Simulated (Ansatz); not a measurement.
Consider the following.

Starting cell, TiN (rock salt):

```
CELL_PARAMETERS angstrom
      0.00000     4.23251     4.23251
      2.11625     2.11625     4.23251
      2.11625     2.11625     0.00000
ATOMIC_POSITIONS crystal
  N  0.00000 0.00000 0.00000
  N  0.50000 0.00000 0.00000
  Ti 0.00000 0.50000 0.50000
  Ti 0.50000 0.50000 0.50000
```

The atoms are displaced by Q × the pattern below (from a DFPT mode at X = (0.5, 0.5, 0.0), largest move 1; Q in Å), at fixed cell. It is one choice among 2 degenerate patterns. (q is in reciprocal vectors of the primitive cell; the cell shown is doubled to hold the pattern.)

| atom | x | y | z |
|---|---|---|---|
| N1 | 0.000 | 1.000 | 0.000 |
| N2 | 0.000 | -1.000 | 0.000 |
| Ti3 | 0.000 | 0.143 | 0.000 |
| Ti4 | 0.000 | -0.143 | 0.000 |

All values below come from r2SCAN (plane waves to 500 eV, PAW, scalar-relativistic; Ansatz, a program for electronic structure). k mesh 19×19×19 (Γ-centred), Fermi-Dirac smearing 0.05 eV. Energies are smeared free energies. With partly filled bands, energies and forces of such displacements shift with the k mesh and the smearing. TiN is run without spin polarisation. TiN was relaxed with its symmetry unable to fall. ΔE is measured from the undisplaced structure.

The scan covers Q from -0.180 to 0.180 Å in 13 points.

Question: Is this a single well or a double well?

Answer: A single well with its minimum at or next to zero displacement.

Question: Which space group does the distorted structure have?

Answer: Cmcm (No. 63), lowered from Fm-3m.

Question: What is the energy change at Q = 0.180 Å?

Answer: 539 meV/cell.

Question: What harmonic wavenumber does the curvature at Q = 0 give?

Answer: 537 cm⁻¹.

(A displaced cell: forces are minus the slopes of the energy, force constants its curvatures, and phonons follow from these.)
